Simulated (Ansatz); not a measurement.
## Telling polymorphs of La2MgSe4 apart by ¹³⁹La

All values are calculated (Ansatz; DFT, r2SCAN, plane waves and PAW, scalar-relativistic, 500 eV cutoff), not measured. Q(¹³⁹La) = 206.0 mb, I = 7/2. The cells come from the Materials Project (computed, not necessarily observed phases), with the atoms as given. Forces reach 0.2 eV/Å in them. Spin–orbit coupling is left out, which moves gradients at and beside heavy atoms (La) by some per cent and at some sites by far more.

(1) Rank the structures by their largest ¹³⁹La |C_Q|, smallest first.
A. I-42d, 14 atoms in the cell run; La site: 8 Se at 2.94–3.40 Å
B. Pnma, 28 atoms in the cell run; La sites: (1) 6 Se at 3.00–3.05 Å. (2) 6 Se at 2.98–3.07 Å.

Answers

(1) B (21.3 MHz), A (49.0 MHz).

The crystals are a selection from a larger pool of database entries, not a random sample of it.
